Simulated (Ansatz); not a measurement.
A distorted cell of HfN (rock salt):

```
CELL_PARAMETERS angstrom
      0.00000     2.27394     2.27394
      2.27394     0.00000     2.27394
      2.27394     2.27394     0.00000
ATOMIC_POSITIONS crystal
  N  0.00000 0.00000 0.00000
  Hf 0.55057 0.55057 0.44943
```

Calculation: PBE (plane waves to 420 eV, PAW, scalar-relativistic; Ansatz, a quantum-chemistry and plane-wave program). k mesh 14×14×14 (Γ-centred), Fermi-Dirac smearing 0.05 eV. E stands for the smeared free energy. Compression counts positive. With partly filled bands, energies and forces of such displacements shift with the k mesh and the smearing. HfN is run without spin polarisation. HfN was relaxed with its symmetry unable to fall. Spin-orbit coupling is left out, though Hf is heavy.

Q: What forces act on the atoms (eV/Å, Cartesian)?

A: 
```tsv
atom	Fx	Fy	Fz
N1	0.000	0.000	2.688
Hf2	0.000	0.000	-2.688
```

Q: Give the stress tensor in GPa and the pressure.

A: 
```
    0.4      0.0      0.0
    0.0      0.4      0.0
    0.0      0.0     19.5
```
The pressure, a third of the trace, is 6.8 GPa.

Q: In it atom 2 sits (0.000, 0.000, 0.230) Å away from its relaxed site. What is its energy relative to the relaxed cell?

A: 298 meV/cell.

(A displaced cell: forces are minus the slopes of the energy, force constants its curvatures, and phonons follow from these.)
